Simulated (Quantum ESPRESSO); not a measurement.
# Moving one atom in Mg2ZnCaO4

The results below are calculated, not measured. They come from pw.x of Quantum ESPRESSO 7.5, a plane-wave density functional program, with PseudoDojo standard norm-conserving files (v0.5 for PBE, v0.4.1 for LDA and PBEsol). The cells are made up: elements, strain and atom displacements were drawn at random, and nothing was relaxed. There is no spin polarisation, spin-orbit coupling or dispersion term.

The cell has 8 sites of a rocksalt lattice. Sites 1 to 4 hold Mg Zn Ca Mg; sites 5 to 8 hold O O O O. Cell vectors in Å: (4.302, 0.026, 0.029); (0.026, 4.296, 0.022); (0.029, 0.022, 4.430). Settings: PBE, cutoff 1143 eV, 4 x 4 x 4 k mesh shifted by half a step, Fermi-Dirac smearing of 0.025 eV.

Each run shifts the O atom on site 8 along z and leaves all else fixed. Site 2 is one of its nearest neighbours. E is the free energy of the cell above the lowest run shown.

```
run,shift (Å),Fz on site 8 (eV/Å),Fz on site 2 (eV/Å),P (GPa),E (meV)
1,-0.1475,0.944,0.036,13.51,70.1
2,-0.0835,0.534,0.055,13.31,22.9
3,-0.0119,0.105,0.051,13.28,0.0
4,0.0396,-0.219,0.062,13.39,2.9
5,0.0758,-0.465,0.089,13.53,15.1
7,0.1645,-1.192,0.280,14.13,87.1
6,0.0941,?,?,?,?
```

A rerun of one of these cells at 1437 eV and k mesh 6 x 6 x 6 moved values by no more than 0.002 eV in the cell's energy, 0.05 GPa in stress and 0.005 eV/Å in force.

## Worked fit

A parabola through the six runs shown gives Fz on site 8 = 0.040 - 6.66 u - 4.5 u² eV/Å, with u in Å and a scatter of 0.030 eV/Å. Minus the slope, 6.66 ± 0.53 eV/Å², is this atom's force constant along z at u = 0, with its periodic images moving too. The fitted force vanishes at u = 0.006 Å, where the energy should be lowest along this line. The error is the larger of the fit's own and the change that a cubic makes, rounded up.

## Withheld run

Question: what Fz on site 8 should run 6 give?

The fit gives -0.627 eV/Å. The calculation gave -0.600 eV/Å.

```
run,shift (Å),Fz on site 8 (eV/Å),Fz on site 2 (eV/Å),P (GPa),E (meV)
6,0.0941,-0.600,0.112,13.62,24.9
```